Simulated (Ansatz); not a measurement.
TiOs under pressure

All numbers below come from DFT LDA, scalar-relativistic, plane waves, PAW in Ansatz 0.2.0. Cutoff 420 eV, 14×14×14 k-points (Γ-centred), Fermi-Dirac smearing of 0.15 eV. No spin polarisation. Phonons by linear response, acoustic sum rule imposed.

Relaxed structure:
```cif
data_structure
_symmetry_space_group_name_H-M 'P 1'
_symmetry_Int_Tables_number 1
_cell_length_a 3.0398
_cell_length_b 3.0398
_cell_length_c 3.0398
_cell_angle_alpha 90.000
_cell_angle_beta 90.000
_cell_angle_gamma 90.000
_cell_volume 28.09
loop_
_atom_site_label
_atom_site_type_symbol
_atom_site_fract_x
_atom_site_fract_y
_atom_site_fract_z
_atom_site_occupancy
Ti1 Ti 0.50000 0.50000 0.50000 1
Os1 Os 0.00000 0.00000 0.00000 1
```

In a metal, frequencies and elastic constants depend on the k mesh and the smearing, soft modes and shear constants most. Spin–orbit coupling is left out, which matters for heavy elements.

The cell is relaxed again at 8 and 25 GPa. How do volume, gap and optical modes at Γ (cm⁻¹, counted from the lowest optical one; a degenerate one stands once) change?

Results:

```csv
,0 GPa,8 GPa,25 GPa
V/V0,1.000,0.973,0.927
gap (eV),0.00,0.00,0.00
mode 1,236,251,279
```